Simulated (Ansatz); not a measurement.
CuI (zinc blende)

```
CELL_PARAMETERS angstrom
      0.00000     3.01043     3.01043
      3.01043     0.00000     3.01043
      3.01043     3.01043     0.00000
ATOMIC_POSITIONS crystal
  I  0.75000 0.75000 0.75000
  Cu 0.00000 0.00000 0.00000
```

The volume is varied about the relaxed value V₀ at fixed cell shape. Symmetry pins the atoms to their sites.

Method: r2SCAN (plane waves to 500 eV, PAW, scalar-relativistic; Ansatz, a program for electronic structure). k mesh 10×10×10 (Γ-centred), Fermi-Dirac smearing 0.05 eV. E stands for the smeared free energy. Compression counts positive. CuI is run without spin polarisation. CuI was relaxed with its symmetry unable to fall. Spin-orbit coupling is left out, though I is heavy. The PAW data are Ansatz's earlier set. The zero of ΔE is the relaxed starting cell.

```tsv
V (Å³/atom)	ΔE (meV/atom)
24.554	46.2
25.236	withheld
25.918	10.3
26.601	2.4
27.283	0.0
27.965	2.2
28.647	8.5
29.329	18.1
30.011	30.7
```

Question: Fit a third-order Birch-Murnaghan form (E₀, V₀, B₀, B₀′ free) to the given rows and predict ΔE at V = 25.236.

Answer: Least squares on the 8 given rows: ΔE = E₀ + (9V₀B₀/16)·y²·[2 + (B₀′ − 4)y], y = (V₀/V)^(2/3) − 1, with V₀ = 27.279 Å³/atom, B₀ = 43.79 GPa (160.2 GPa = 1 eV/Å³; the term in eV is multiplied by 1000), B₀′ = 5.19, E₀ = -0.01 meV/atom; root-mean-square residual 0.02 meV/atom. At 25.236 the fit gives 24.5 meV/atom; the calculation gives 24.6 meV/atom, so the interpolation is off by -0.1 (-0.4 %). For the pressure the fit gives 4.17 GPa against the computed 4.17 GPa.

(A scan under strain: stresses follow from slopes of the energy per volume, elastic moduli from its curvatures.)
